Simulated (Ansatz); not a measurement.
input.yaml

```yaml
crystal:
  lattice:
    - [4.8188039002, 0.0, -0.0004321879]
    - [0.0, 3.00459286, 0.0]
    - [-0.0036748556, 0.0, 5.1984619336]
  atoms:
    - { symbol: Al, position: [0.5009141479, 0.5, 0.1675681202] }
    - { symbol: Al, position: [0.0017896324, 0.5, 0.8351072481] }
    - { symbol: Al, position: [0.0018198823, 0.0, 0.3313828429] }
    - { symbol: Ga, position: [0.4994432861, 0.0, 0.6659194473] }
    - { symbol: "N", position: [0.1098954998, 0.0, 0.6662489775] }
    - { symbol: "N", position: [0.1221870285, 0.5, 0.1674038303] }
    - { symbol: "N", position: [0.6246576279, 0.5, 0.8402740467] }
    - { symbol: "N", position: [0.622891895, 0.0, 0.3260964869] }
basis:
  ecutwfc: 420
kpoints:
  mp_grid: { grid: [6, 8, 4] }
hamiltonian:
  xc: pbesol
scf:
  occupations: { method: gaussian, width: 0.02 }
output:
  forces: true
  stress: true
  eigenvalues: true
relax:
  adjacent_minimum: "off"
  f_tol: 0.01
  max_steps: 30
  cell: { stress_tol: 0.1, fix: [volume] }
```

Command:
```bash
ansatz run input.yaml --threads 2 --pin off --max-ram 5120MiB --backend cpu --events-out ev --progress --plain --runs-dir out
```

Computed with DFT PBEsol, scalar-relativistic, plane waves, PAW in Ansatz.

Part of what the program printed, abridged (iterations and final results):

```
SCF iter   1: F=—  HF=-6839.780368 eV  |F-HF|=—  |Δ(HF+E_count)|=         —  Δρ=1.20e-2  dr2=1.08e-1  ethr=1.77e-3  ⟨swp⟩=7.1  Hψ=10378  notcnv=0  defer=2
SCF iter   2: F=—  HF=-6839.747673 eV  |F-HF|=—  |Δ(HF+E_count)|=   3.27e-2  Δρ=2.24e-3  dr2=4.25e-3  ethr=2.58e-4  ⟨swp⟩=2.5  Hψ=3899  notcnv=0  defer=239
SCF iter   3: F=—  HF=-6839.746783 eV  |F-HF|=—  |Δ(HF+E_count)|=   8.90e-4  Δρ=1.05e-3  dr2=7.94e-4  ethr=1.01e-5  ⟨swp⟩=2.6  Hψ=2906  notcnv=0  defer=239
SCF iter   4: F=—  HF=-6839.746583 eV  |F-HF|=—  |Δ(HF+E_count)|=   2.00e-4  Δρ=1.70e-4  dr2=2.23e-5  ethr=1.89e-6  ⟨swp⟩=2.0  Hψ=2773  notcnv=0  defer=239
SCF iter   5: F=—  HF=-6839.746367 eV  |F-HF|=—  |Δ(HF+E_count)|=   2.17e-4  Δρ=9.89e-5  dr2=6.15e-6  ethr=5.31e-8  ⟨swp⟩=2.0  Hψ=3258  notcnv=0  defer=239
SCF iter   6: F=—  HF=-6839.746365 eV  |F-HF|=—  |Δ(HF+E_count)|=   2.01e-6  Δρ=3.65e-5  dr2=1.04e-6  ethr=1.46e-8  ⟨swp⟩=2.7  Hψ=3428  notcnv=0  defer=239
SCF iter   7: F=—  HF=-6839.746365 eV  |F-HF|=—  |Δ(HF+E_count)|=   3.30e-7  Δρ=1.19e-5  dr2=1.00e-7  ethr=2.49e-9  ⟨swp⟩=2.0  Hψ=3129  notcnv=0  defer=239
SCF iter   8: F=-6839.746364 eV  HF=-6839.746364 eV  |F-HF|=5.45e-10  |Δ(HF+E_count)|=   3.03e-8  Δρ=1.96e-6  dr2=2.73e-9  ethr=2.38e-10  ⟨swp⟩=9.3  Hψ=8711  notcnv=0
SCF 1 converged in 8 iterations: F = -6839.746364 eV  dr2 = 2.73e-9
relax step   1: F+E_penalty+E_count = -6839.74636450 eV  Δ(F+E_penalty+E_count) = +0.000e0 eV  max|allowed force component| = 4.600e-2 eV/Å  Δτ_max = 0.0000 Å  P = +32.644 GPa  Ω = 75.266 Å³  fix = [volume]  reactions: volume +32.644 GPa (8 SCF iters, dr2 threshold 1.00e-7 eV, accepted)
Initial density: handed on by an earlier stage of this run
Initial wavefunctions: those handed on with the density
SCF iter   1: F=—  HF=-6839.746787 eV  |F-HF|=—  |Δ(HF+E_count)|=         —  Δρ=1.76e-4  dr2=1.88e-5  ethr=3.79e-8  ⟨swp⟩=2.4  Hψ=10542  notcnv=0
SCF iter   2: F=—  HF=-6839.746581 eV  |F-HF|=—  |Δ(HF+E_count)|=   2.06e-4  Δρ=8.93e-5  dr2=5.37e-6  ethr=3.79e-8  ⟨swp⟩=2.3  Hψ=3406  notcnv=0
SCF iter   3: F=—  HF=-6839.746579 eV  |F-HF|=—  |Δ(HF+E_count)|=   1.63e-6  Δρ=2.77e-5  dr2=5.06e-7  ethr=1.28e-8  ⟨swp⟩=2.3  Hψ=3020  notcnv=0
SCF iter   4: F=-6839.746579 eV  HF=-6839.746579 eV  |F-HF|=1.18e-8  |Δ(HF+E_count)|=   1.29e-7  Δρ=6.19e-6  dr2=2.85e-8  ethr=3.21e-10  ⟨swp⟩=4.6  Hψ=7151  notcnv=0
SCF 2 converged in 4 iterations: F = -6839.746579 eV  dr2 = 2.85e-8
relax step   2: F+E_penalty+E_count = -6839.74657922 eV  Δ(F+E_penalty+E_count) = -2.147e-4 eV  max|allowed force component| = 2.837e-2 eV/Å  Δτ_max = 0.0017 Å  P = +32.625 GPa  Ω = 75.266 Å³  energy of the carried Pulay correction = +5.473e-15 eV  fix = [volume]  reactions: volume +32.625 GPa (4 SCF iters, dr2 threshold 1.35e-7 eV, accepted)
Basis set: ecut = 420 eV, 1439 PW (Γ), exchange–correlation on 72×48×72 points (8 copies of the dense FFT grid, shifted against one another)
SCF iter   1: F=—  HF=-6839.746893 eV  |F-HF|=—  |Δ(HF+E_count)|=         —  Δρ=2.20e-4  dr2=2.72e-5  ethr=5.91e-8  ⟨swp⟩=2.4  Hψ=10429  notcnv=0
SCF iter   2: F=—  HF=-6839.746690 eV  |F-HF|=—  |Δ(HF+E_count)|=   2.03e-4  Δρ=1.13e-4  dr2=7.65e-6  ethr=5.91e-8  ⟨swp⟩=2.0  Hψ=2989  notcnv=0
SCF iter   3: F=—  HF=-6839.746688 eV  |F-HF|=—  |Δ(HF+E_count)|=   2.05e-6  Δρ=3.08e-5  dr2=6.17e-7  ethr=1.82e-8  ⟨swp⟩=2.8  Hψ=3479  notcnv=0
SCF iter   4: F=-6839.746688 eV  HF=-6839.746688 eV  |F-HF|=1.81e-8  |Δ(HF+E_count)|=   1.33e-7  Δρ=8.12e-6  dr2=4.46e-8  ethr=1.20e-10  ⟨swp⟩=3.0  Hψ=8064  notcnv=0
SCF 3 converged in 4 iterations: F = -6839.746688 eV  dr2 = 4.46e-8
relax step   3: F+E_penalty+E_count = -6839.74668772 eV  Δ(F+E_penalty+E_count) = -1.085e-4 eV  max|allowed force component| = 1.224e-2 eV/Å  Δτ_max = 0.0017 Å  P = +32.604 GPa  Ω = 75.266 Å³  fix = [volume]  reactions: volume +32.604 GPa (4 SCF iters, dr2 threshold 5.03e-8 eV, accepted)
SCF iter   1: F=—  HF=-6839.746895 eV  |F-HF|=—  |Δ(HF+E_count)|=         —  Δρ=8.91e-5  dr2=4.06e-6  ethr=9.34e-9  ⟨swp⟩=2.1  Hψ=8925  notcnv=0
SCF iter   2: F=—  HF=-6839.746699 eV  |F-HF|=—  |Δ(HF+E_count)|=   1.96e-4  Δρ=4.48e-5  dr2=1.06e-6  ethr=9.34e-9  ⟨swp⟩=2.5  Hψ=3304  notcnv=0
SCF iter   3: F=—  HF=-6839.746698 eV  |F-HF|=—  |Δ(HF+E_count)|=   3.29e-7  Δρ=8.34e-6  dr2=3.68e-8  ethr=2.53e-9  ⟨swp⟩=2.1  Hψ=3199  notcnv=0
SCF iter   4: F=-6839.746698 eV  HF=-6839.746698 eV  |F-HF|=2.57e-9  |Δ(HF+E_count)|=   6.07e-9  Δρ=3.09e-6  dr2=4.53e-9  ethr=2.23e-11  ⟨swp⟩=4.0  Hψ=6724  notcnv=0
SCF 4 converged in 4 iterations: F = -6839.746698 eV  dr2 = 4.53e-9
relax step   4: F+E_penalty+E_count = -6839.74669826 eV  Δ(F+E_penalty+E_count) = -1.054e-5 eV  max|allowed force component| = 1.031e-3 eV/Å  Δτ_max = 0.0004 Å  P = +32.601 GPa  Ω = 75.266 Å³  energy of the carried Pulay correction = +8.688e-17 eV  fix = [volume]  reactions: volume +32.601 GPa (4 SCF iters, dr2 threshold 9.36e-9 eV, accepted)
Initial wavefunctions: pseudopotential atomic-orbital guess (no wavefunctions were taken with the density)
SCF iter   1: F=—  HF=-6839.746830 eV  |F-HF|=—  |Δ(HF+E_count)|=         —  Δρ=9.40e-5  dr2=1.58e-7  ethr=3.31e-8  ⟨swp⟩=3.0  Hψ=16163  notcnv=0
SCF iter   2: F=—  HF=-6839.746648 eV  |F-HF|=—  |Δ(HF+E_count)|=   1.82e-4  Δρ=4.75e-5  dr2=4.15e-8  ethr=3.77e-10  ⟨swp⟩=2.0  Hψ=3484  notcnv=0
SCF iter   3: F=—  HF=-6839.746651 eV  |F-HF|=—  |Δ(HF+E_count)|=   3.54e-6  Δρ=6.35e-6  dr2=5.21e-9  ethr=9.87e-11  ⟨swp⟩=2.7  Hψ=3453  notcnv=0
SCF iter   4: F=-6839.746651 eV  HF=-6839.746651 eV  |F-HF|=1.00e-10  |Δ(HF+E_count)|=   5.05e-8  Δρ=7.08e-7  dr2=1.62e-10  ethr=1.00e-12  ⟨swp⟩=3.1  Hψ=8568  notcnv=0
SCF 5 converged in 4 iterations: F = -6839.746651 eV  dr2 = 1.62e-10
SCF converged after 4 iterations
Free energy (F): -6839.746651 eV
Harris-Foulkes:  -6839.746651 eV  (|F-HF|=1.00e-10)
Internal energy: -6839.746651 eV  (E = F + TS)
E sigma→0 (E₀):  -6839.746651 eV
Fermi energy:    11.562290 eV
--- Per-component energies (eV) ---
  E_band       = 79.892732
  E_kinetic    = 746.716018
  E_local      = -3048.677539  (includes V_loc(G=0)·N_el)
  E_nonlocal   = 647.480398
  E_hartree    = 1354.558891
  E_xc         = -437.182665
  E_vxc        = -465.691251  (∫ρ·V_xc dr)
  E_paw        = -3811.865596  (= ΣΔE_a)
  E_vpaw       = -509.052433  (= ΣTr[D̂ρ^β])
  E_aug_tail   = 0.000243  (compensation charges beyond the density's cutoff)
  E_ewald      = -2291.809192
  E_core_change = 1.032790  (= ΣΔE_core)
  E_smearing   =  0.000000  (= −TS)
--- Forces (eV/Å), atoms counted from 1 ---
  atom   1  Al    -0.00038683     0.00000000     0.00031479
  atom   2  Al    -0.00052919     0.00000000    -0.00005384
  atom   3  Al    -0.00023269     0.00000000     0.00020735
  atom   4  Ga    -0.00011471     0.00000000    -0.00023121
  atom   5  N     -0.00063878     0.00000000    -0.00031258
  atom   6  N      0.00026675     0.00000000     0.00027965
  atom   7  N      0.00106913     0.00000000    -0.00039328
  atom   8  N      0.00056698     0.00000000     0.00019298
--- Stress (GPa, compression-positive) ---
       32.586871       0.000000      -0.001275
        0.000000      32.607614       0.000000
       -0.001298       0.000000      32.608634
  P = ⅓ Tr σ = 32.6010 GPa (326.010 kbar)
--- Band table (eV; the first three rows and the last of 70) ---
  k-point 0: bands = ["-6.9613", "-5.1695", "-5.1163", "-4.1197", "-3.6095", "-3.4927", "-3.3606", "-2.7526", "-2.4282", "2.3031", "3.0555", "4.5685", "5.3613", "6.7510", "7.1413", "8.2124", "8.2475", "8.4222", "9.1653", "9.2798", "9.3176", "13.8070", "15.0673", "15.5389", "16.2054", "17.8583", "20.0404", "20.4174", "20.5008"]
  k-point 1: bands = ["-6.7459", "-5.4780", "-5.0215", "-4.2925", "-3.6100", "-3.4975", "-3.3607", "-2.8490", "-2.3503", "2.5788", "3.6608", "4.5048", "5.1887", "6.9234", "7.2965", "7.8795", "7.9531", "8.2976", "8.5045", "9.2030", "9.2041", "14.6349", "15.4835", "15.9418", "16.9043", "17.8166", "19.4497", "19.7717", "20.3241"]
  k-point 2: bands = ["-6.2509", "-6.0576", "-4.9652", "-4.4110", "-3.6105", "-3.5055", "-3.3609", "-2.8575", "-2.3816", "3.2043", "3.5234", "5.1116", "5.5068", "6.4189", "6.9169", "7.2953", "7.4995", "8.6226", "8.6588", "8.8759", "9.0866", "15.6801", "15.8492", "16.9309", "17.2985", "17.5910", "18.0893", "19.3744", "20.2143"]
  k-point 69: bands = ["-5.2987", "-4.7802", "-4.5953", "-4.0102", "-3.5428", "-3.4338", "-2.9722", "-2.8216", "-2.1875", "2.1919", "2.9473", "3.0295", "3.2633", "7.4473", "7.4476", "7.4947", "7.5031", "7.5892", "7.7210", "7.7365", "8.0395", "14.4024", "14.7621", "14.8229", "14.8756", "17.9056", "18.8923", "18.9431", "19.4066"]
--- Relaxed structure (4 steps of the walk, 4 accepted, 1 SCFs on fresh bases) ---
  F+E_penalty+E_count = -6839.74665124 eV   max|allowed force component| = 1.069e-3 eV/Å   (the final SCF, on the basis selected at the relaxed cell)
  cell:  # Å, volume = 75.2662 Å³
    - [4.81138639, 0.0, -0.00071106]
    - [0.0, 3.00719563, 0.0]
    - [-0.00396973, 0.0, 5.20197013]
  atoms:
    - { symbol: Al, position: [0.50133244, 0.5, 0.16765272] }
    - { symbol: Al, position: [0.00228954, 0.5, 0.83523066] }
    - { symbol: Al, position: [0.00227630, 0.0, 0.33126438] }
    - { symbol: Ga, position: [0.49963548, 0.0, 0.66579441] }
    - { symbol: N, position: [0.10917771, 0.0, 0.66623953] }
    - { symbol: N, position: [0.12194094, 0.5, 0.16752741] }
    - { symbol: N, position: [0.62431215, 0.5, 0.84033094] }
    - { symbol: N, position: [0.62263441, 0.0, 0.32596091] }
```

The relaxation met its thresholds.

It took 37 s on 2 threads of Intel(R) Xeon(R) Platinum 8259CL CPU @ 2.50GHz (Skylake/Cascade Lake), with other jobs on the host, peak memory 0.5 GiB.